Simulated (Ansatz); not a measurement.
One crystal and one scan (energy against volume) at two levels, PBE (plane waves to 420 eV, PAW, scalar-relativistic; Ansatz, a program for electronic structure) and PBEsol (plane waves to 420 eV, PAW, scalar-relativistic; Ansatz), each from its own relaxed cell and on its own mesh. The cell shown is that of PBE.

CdSe (zinc blende)

```yaml
crystal:
  lattice:
    - [0.00000, 3.09822, 3.09822]
    - [3.09822, 0.00000, 3.09822]
    - [3.09822, 3.09822, 0.00000]
  atoms:
    - { symbol: Se, position: [0.75000, 0.75000, 0.75000] }
    - { symbol: Cd, position: [0.00000, 0.00000, 0.00000] }
```

Equation-of-state scan: isotropic scaling of the cell above, V₀ being its volume. Symmetry pins the atoms to their sites.

The energy includes the smearing's −TS. CdSe was relaxed with its symmetry unable to fall. The PAW data are Ansatz's earlier set. Percentages come from the unrounded values. Both scans cover V/V₀ from 0.840 to 1.160.

Results of PBE:

* **Lattice constant a (Å)**: 6.196
* **Pressure at the smallest volume (GPa)**: 11.7
* **Energy cost of the largest compression (meV/atom)**: 147.6
* **Energy cost of the largest expansion (meV/atom)**: 80.3
* **Bulk modulus B₀ (third-order Birch-Murnaghan fit) (GPa)**: 44.7
* **Pressure for 5 % compression (fit) (GPa)**: 2.6

Question: Estimate the PBEsol values.

Answer: 
```csv
quantity,PBEsol,PBE − PBEsol
Lattice constant a (Å),6.082,+0.114 (+1.9 %)
Pressure at the smallest volume (GPa),13.7,-2.0 (-14 %)
Energy cost of the largest compression (meV/atom),162.7,-15.1 (-9.3 %)
Energy cost of the largest expansion (meV/atom),88.3,-8.0 (-9.0 %)
Bulk modulus B₀ (third-order Birch-Murnaghan fit) (GPa),52.0,-7.3 (-14 %)
Pressure for 5 % compression (fit) (GPa),3.0,-0.4 (-14 %)
```

PBE gives the higher value for: lattice constant a. PBE gives the lower value for: pressure at the smallest volume; energy cost of the largest compression; energy cost of the largest expansion; bulk modulus B₀; pressure for 5 % compression. For the lattice constant a the reference is 6.077 Å (measured, room temperature or unstated; as given in arXiv:1206.3780): it holds thermal shifts, so no verdict is drawn.  Neither level is exact: the differences show how much the result hangs on the functional.

(A scan under strain: stresses follow from slopes of the energy per volume, elastic moduli from its curvatures.)
